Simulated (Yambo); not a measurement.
Yambo run on SrCl2 (fluorite, space group Fm-3m, No. 225). The wavefunctions are norm-conserving LDA (Quantum ESPRESSO, 68 Ry, without SOC) ones on a 4×4×4 mesh (12 occupied bands); a = 4.8076 Å, b = 4.8076 Å, c = 4.8076 Å, α = 60.00°, β = 60.00°, γ = 60.00°.

Yambo input:

```
gw0
dyson
el_el_corr
HF_and_locXC
ppa
em1d
EXXRLvcs= 68 Ry
VXCRLvcs= 272 Ry
Chimod= "HARTREE"
% BndsRnXp
 1 | 152 |
%
NGsBlkXp= 8 Ry
% LongDrXp
 1.0 | 1.0 | 1.0 |
%
PPAPntXp= 27.2114 eV
% GbndRnge
 1 | 152 |
%
GTermKind= "BG"
DysSolver= "n"
ExtendOut
% QPkrange
 7 | 7 | 12 | 13 |
%
```

k points by index: 7 = X.

Table of the .qp output:

```
#    K-point    Band    Eo [eV]    E [eV]    E-Eo [eV]    Vxc [eV]    Vnlxc [eV]    Sc|Eo [eV]    Sc|E [eV]    dSc/dw|Eo [eV]    Re(Z)    Im(Z)
#
    7    12    0.000000    -1.567973    -1.567973    -14.74971    -18.68987    2.011301    2.372182    -6.262545    0.812911    -0.001113
    7    13    5.103215    6.344656    1.241440    -9.102340    -4.324458    -3.338599    -3.536441    -4.336228    0.862549    -0.903408E-3
```
(The two width columns are left out.) Convergence of these settings isn't established.

Geometry relaxed with LDA.
